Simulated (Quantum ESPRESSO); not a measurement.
## Calculated data, GaSi$_{6}$As (made-up cell)

Calculation on a made-up crystal cell, not a measurement: periodic Kohn-Sham density functional theory in plane waves with PseudoDojo standard norm-conserving scalar-relativistic pseudopotentials, each functional with its own files (v0.5 for PBE, v0.4.1 for LDA and PBEsol), no spin polarisation, no spin-orbit coupling, atoms not relaxed, stress positive in tension, energies less a fixed whole-eV offset for each atom's element; levels are Kohn-Sham levels at fractions of this cell's reciprocal vectors, counted from the reference band (half the neutral cell's valence electrons, rounded up) at Gamma; error bars cover cutoff and k-mesh only, not smearing or the files; added strain carries the atoms with the cell, and shear is the tensor component; each bar is the largest change over components, and at least 0.002 eV, 0.002 eV per angstrom or 0.02 GPa; energies are for the whole cell, and the offsets were chosen from early runs and are not element reference energies. Program: Quantum ESPRESSO 7.5.

```cif
# cell vector a (Å): 5.4044 0.0000 0.0000
# cell vector b (Å): 0.0000 5.4044 0.0000
# cell vector c (Å): 0.0000 0.0000 5.4044
data_GaSi6As
_symmetry_space_group_name_H-M 'P 1'
_symmetry_Int_Tables_number 1
_cell_length_a 5.4044
_cell_length_b 5.4044
_cell_length_c 5.4044
_cell_angle_alpha 90.000
_cell_angle_beta 90.000
_cell_angle_gamma 90.000
_cell_volume 157.85
loop_
_atom_site_label
_atom_site_type_symbol
_atom_site_fract_x
_atom_site_fract_y
_atom_site_fract_z
_atom_site_occupancy
Si1 Si 0.99258 0.02017 0.99243 1
Si2 Si 0.01230 0.50252 0.51432 1
Si3 Si 0.51506 0.03112 0.50903 1
Ga1 Ga 0.48414 0.49349 0.98925 1
Si4 Si 0.26084 0.23562 0.25516 1
Si5 Si 0.25872 0.77206 0.73694 1
As1 As 0.74978 0.25122 0.76110 1
Si6 Si 0.77187 0.76336 0.27492 1
_calc_lattice_type 'zincblende/diamond'
_calc_functional 'pbe'
_calc_cutoff 1143  # eV
_calc_fermi_dirac_smearing 0.1  # eV
_calc_scf_tolerance 1e-07  # eV
_calc_electrons_removed 0
_calc_added_strain_kind 'zz'
_calc_added_strain -0.006
_calc_k_mesh '6 x 6 x 6, shifted by half a step'
_calc_structure_shown 'before the added strain of -0.006'
_calc_free_energy_less_offsets 0.4841  # eV
_calc_smearing_term_minus_ts -0.02759  # eV
_calc_scf_iterations 10
_calc_pressure 8.483  # GPa
_calc_stress_xx -8.599  # GPa
_calc_stress_yy -7.912  # GPa
_calc_stress_zz -8.938  # GPa
_calc_stress_yz 1.501  # GPa
_calc_stress_xz -2.899  # GPa
_calc_stress_xy 1.081  # GPa
_calc_fermi_level 0.06699  # eV
_calc_reference_band 26
_calc_error_bar_energy 0.002  # eV
_calc_error_bar_stress 0.02  # GPa
_calc_error_bar_force 0.004156  # eV/angstrom
_calc_error_bar_next_band_up 0.002  # eV
_calc_error_bar_fermi_level 0.008351  # eV
_calc_error_bars_from 'tighter rerun of a related cell'
```

Atoms:
```csv
atoms element,atom site,atom energy offset (eV)
Si,1,-115
Si,2,-115
Si,3,-115
Ga,4,-2080
Si,5,-115
Si,6,-115
As,7,-2887
Si,8,-115
```

Forces:
```csv
site,x (eV/Å),y (eV/Å),z (eV/Å)
1,1.846,-2.561,1.696
2,0.7459,0.1148,-1.103
3,-0.4303,-2.711,-1.353
4,-0.1091,2.071,1.735
5,-1.127,1.424,-0.3287
6,-0.2281,0.0475,0.8986
7,0.5465,1.988,-0.324
8,-1.244,-0.373,-1.221
```

Levels:
```csv
level k point,next band up (eV)
Gamma,0.1131
"(1/2,1/2,1/2)",0.1358
"(0.15,0,0)",0.1688
"(0,0.15,0)",0.03949
"(0,0,0.15)",0.1028
```
